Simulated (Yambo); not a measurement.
G0W0@PBEsol for CaAlSiH (space group P3m1, No. 156) in Yambo. Reference settings: 3×3×4 Γ-centred k mesh, bands 2 to 123 and a 8 Ry block in the screening, 123 bands in G with the Bruneval-Gonze terminator, plasmon pole fitted at 27.2 eV. The PBEsol gap A → (0, 0.333, 0.25) on this mesh is 0.42 eV; G0W0 gaps are taken between the same points.

The settings were changed. The gap went from 1.07 eV to 1.06 eV, and the shift of the valence edge from -0.56 eV to -0.49 eV.

Task: Name the change that produced these shifts.
A. 3 Ry block
B. 77 bands in G, no terminator
C. 43 bands in G
D. 2 Ry block

Result: C, 43 bands in G. The others gave (gap, valence shift): 2 Ry block: 0.86, -0.11 eV; 77 bands in G, no terminator: 1.05, -0.39 eV; 3 Ry block: 0.86, -0.22 eV.

Geometry relaxed with PBEsol; primitive cell a = 4.1242 Å, b = 4.1242 Å, c = 4.5326 Å, α = 90.00°, β = 90.00°, γ = 120.00°.

The structure is a Materials Project entry; no match was found in the copy of COD used, and its stability was not checked.

A shift is the quasiparticle energy of the state minus its PBEsol energy.
